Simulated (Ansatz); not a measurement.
Relaxed ZnSe (zinc blende):

```
CELL_PARAMETERS angstrom
      0.00000     5.66546     5.66546
      2.83273     0.00000     2.83273
      2.83273     2.83273     0.00000
ATOMIC_POSITIONS crystal
  Se 0.37500 0.75000 0.75000
  Se 0.87500 0.75000 0.75000
  Zn 0.00000 0.00000 0.00000
  Zn 0.50000 0.00000 0.00000
```

The atoms are displaced by Q × the pattern below (from a DFPT mode at L = (0.5, 0.0, 0.0), largest move 1; Q in Å), at fixed cell. It is one choice among 2 degenerate patterns. (q is in reciprocal vectors of the primitive cell; the cell shown is doubled to hold the pattern.)

```
atom       x       y       z
----  ------  ------  ------
Se1    0.249  -0.453   0.702
Se2   -0.249   0.453  -0.702
Zn3   -0.285   0.520  -0.805
Zn4    0.285  -0.520   0.805
```

Level of theory: r2SCAN (plane waves to 500 eV, PAW, scalar-relativistic; Ansatz, a program for electronic structure). k mesh 5×10×10 (Γ-centred), Fermi-Dirac smearing 0.05 eV. E stands for the smeared free energy. Compression counts positive. ZnSe was relaxed with its symmetry unable to fall. ΔE is measured from the undisplaced structure.

| Q (Å) | −dE/dQ from forces (eV/Å) | ΔE (eV/cell) | P (GPa) |
|---|---|---|---|
| -0.180 | 0.546 | ? | -0.25 |
| -0.150 | 0.446 | 0.0327 | -0.18 |
| -0.120 | 0.351 | 0.0207 | -0.12 |
| -0.090 | 0.260 | 0.0116 | -0.07 |
| -0.060 | 0.171 | ? | -0.03 |
| -0.030 | 0.085 | ? | -0.01 |
| 0.000 | 0.000 | 0.0000 | 0.00 |
| 0.030 | -0.085 | ? | -0.01 |
| 0.060 | -0.171 | ? | -0.03 |
| 0.090 | -0.260 | 0.0116 | -0.07 |
| 0.120 | -0.351 | 0.0207 | -0.12 |
| 0.150 | -0.446 | 0.0327 | -0.18 |
| 0.180 | -0.546 | ? | -0.25 |

Q: Fill in the missing entries.

A: 
- -0.180, ΔE (eV/cell): 0.0476
- -0.060, ΔE (eV/cell): 0.0051
- -0.030, ΔE (eV/cell): 0.0013
- 0.030, ΔE (eV/cell): 0.0013
- 0.060, ΔE (eV/cell): 0.0051
- 0.180, ΔE (eV/cell): 0.0476

(For displaced atoms, the force is minus the slope of the energy, and its curvature is a force constant, which sets phonon frequencies.)
